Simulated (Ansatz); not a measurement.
Hf, DFT, PBEsol, all-electron PAW with datasets made for the crystal, scalar-relativistic (Ansatz 0.2.0), run on 1 thread of Intel(R) Xeon(R) 6975P-C (Granite Rapids) on a shared host.

The cell comes from COD entry 9008501, which wasn't checked; take it as a given geometry. The listed cell was then made from it by scaling, straining or moving an atom.

Command: `ansatz run input.yaml --threads 1 --pin off --max-ram 3072MiB --backend cpu --events-out ev --progress --plain --runs-dir out`

```yaml
crystal:
  lattice:
    - [3.1314414681, 0.0, 0.0]
    - [-1.565720734, 2.7119078618, 0.0]
    - [0.0, 0.0, 4.9545506207]
  atoms:
    - { symbol: Hf, position: [0.3333333333, 0.6666666667, 0.25] }
    - { symbol: Hf, position: [0.6666666667, 0.3333333333, 0.75] }
kpoints:
  mp_grid: { grid: [13, 13, 7] }
scf:
  occupations: { method: fermi_dirac, width: 0.05 }
hamiltonian:
  xc: pbesol
  pseudopotentials: { kind: all_electron, datasets: crystal }
output:
  forces: true
  stress: true
  eigenvalues: true
  efg: { contact_densities: true }
```

(1) How large is the problem that the program sets up?

(2) About how long does it take, and how much memory does it use?

(3) And the same cell and mesh by PAW with the default files, asked for forces, stress, eigenvalues, efg, on the same hardware?

Results:

(1) 84 irreducible k-points, 761 plane waves at Γ, 35 bands.

(2) 15 s of wall time for 9 SCF iterations, with a peak of 0.75 GiB. Times on shared machines scatter by tens of per cent.

(3) 3.6 s, peak memory 0.48 GiB.
